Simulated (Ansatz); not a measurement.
AlSiMo6:
```yaml
crystal:
  lattice:
    - [4.91449, 0.00000, 0.00000]
    - [0.00000, 4.91449, 0.00000]
    - [0.00000, 0.00000, 4.91449]
  atoms:
    - { symbol: Al, position: [0.50000, 0.50000, 0.50000] }
    - { symbol: Si, position: [0.00000, 0.00000, 0.00000] }
    - { symbol: Mo, position: [0.00000, 0.50000, 0.75202] }
    - { symbol: Mo, position: [0.00000, 0.50000, 0.24798] }
    - { symbol: Mo, position: [0.75202, 0.00000, 0.50000] }
    - { symbol: Mo, position: [0.24798, 0.00000, 0.50000] }
    - { symbol: Mo, position: [0.50000, 0.75202, 0.00000] }
    - { symbol: Mo, position: [0.50000, 0.24798, 0.00000] }
```

Relaxed with r²SCAN. Special points in fractions of this cell's reciprocal vectors: Γ (0.000, 0.000, 0.000); X (0.000, 0.500, 0.000); M (0.500, 0.500, 0.000); R (0.500, 0.500, 0.500); X1 (0.500, 0.000, 0.000).

Question: List the band energies nearest the Fermi level at these points for r²SCAN in the plane-wave PAW code Ansatz.

Answer: In eV from the Fermi level; about four levels below and three above (degenerate sets whole), none deeper than 8.9 eV; points with the same levels are listed once.

```csv
k,below,above
Γ,-2.02 -2.02 -2.02 -1.43 -1.43,1.53 1.53 1.53
X,-2.22 -1.89 -1.60 -1.48,0.41 0.47 1.16
M,-0.72 -0.56 -0.47 -0.01,0.24 0.41 1.15
R,-1.13 -1.13 -1.13 -0.95 -0.95 -0.95,1.46 1.46 1.46
```

Space group Pm-3. The workflow started from a Materials Project entry (that database holds measured and hypothetical structures alike); the Crystallography Open Database copy checked does not list it. With Al and Si taken as one species the cell has the higher symmetry Pm-3n, so it may be an ordered model of a mixed-site phase. Whether it is the stable phase at ambient conditions was not checked. The cell was relaxed with r²SCAN under the symmetry of its start; whether a distortion lowers the energy is not shown. The run is not spin-polarised. Spin–orbit coupling is left out wherever it is not named.

Potentials: the later of the program's two PAW sets.
